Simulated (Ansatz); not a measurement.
## Os: energy along a strain

Os, P6_3/mmc, a = 2.734 Å, c = 4.320 Å (as given, not relaxed at this level: -2.7 GPa). Ansatz: PBEsol, PAW, 420 eV, Γ-centred 21×21×12 mesh on 2 atoms, Gaussian smearing 0.15 eV; no spin polarisation. Cell vectors (Å): 2.734 0.000 0.000; -1.367 2.368 0.000; 0.000 0.000 4.320. The cell is strained by x per cent times the pattern (0 1 0 0 0 0) in the order xx yy zz yz xz xy (engineering shears), with fractional coordinates held. y is the free energy over the start, V0 = 13.982 Å³/atom.

| x (%) | y (meV/atom) |
| --- | --- |
| -2.00 | ? |
| -1.50 | 4.54 |
| -1.00 | 1.22 |
| 0.00 | 0.00 |
| 0.50 | 1.95 |
| 1.50 | 10.64 |
| 2.00 | 17.24 |

Fit y = c1 x + c2 x² + c3 x³ to the other rows, get the stiffness along the pattern, and predict the missing energy.

Least squares on the rows shown. y = 2.2412 x + 3.3732 x² − 0.091978 x³. The clamped-ion stiffness p·C·p = 2 × 33.73 eV × 160.2 / 13.982 Å³ = 773 GPa, which is C22 in these axes (second derivative at the start, which stands under stress). At x = -2.00 the fit asked for gives 9.75 meV/atom. The run gave 9.77 meV/atom, so the fit is 0.02 meV/atom too low, a small miss on the scale of the series.

Spin–orbit coupling is left out, which can shift energies with elements as heavy as these.